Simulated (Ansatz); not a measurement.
BAs:
```cif
data_As4B4
_chemical_formula_sum 'B4 As4'
_space_group_name_H-M_alt 'Fm-3m'
_space_group_IT_number 225
_space_group_name_Hall '-F 4 2 3'
_cell_length_a 4.57075
_cell_length_b 4.57075
_cell_length_c 4.57075
_cell_angle_alpha 90.000
_cell_angle_beta 90.000
_cell_angle_gamma 90.000
loop_
_atom_site_label
_atom_site_type_symbol
_atom_site_symmetry_multiplicity
_atom_site_Wyckoff_symbol
_atom_site_fract_x
_atom_site_fract_y
_atom_site_fract_z
_atom_site_occupancy
B1 B 4 a 0.00000 0.00000 0.00000 1
As1 As 4 b 0.50000 0.50000 0.50000 1
```
(The calculation used a cell of 2 atoms; values per cell refer to that cell.)

Relaxed with PBEsol.

**Question.** Decompose the optical modes at the zone centre into irreducible representations, and say which are infrared and Raman allowed.

**Answer.** Point group m-3m: Γ_opt = T1u. Infrared: T1u. Raman: none.

**Question.** Assign frequencies (DFPT, PBEsol (plane waves, PAW; program Ansatz)).

**Answer.** T1u 94i cm⁻¹.

The start of the workflow was typed in or built on a structure type; neither database checked (COD, Materials Project) lists it. It is not the phase usual at ambient conditions (space group No. 216). Symmetry was held in the PBEsol relaxation. At this level the phase is dynamically unstable (imaginary phonons). Its formation energy is positive at this level, so the cell may be metastable or incomplete. As this level gives no gap, phonon frequencies hold no LO–TO term and depend on the k-mesh and smearing (Fermi–Dirac, 0.1 eV here).

Potentials: the earlier of the program's two PAW sets. The files were generated under PBE; for other functionals the program regenerates the frozen cores, and for LDA and PBEsol the local potential too.
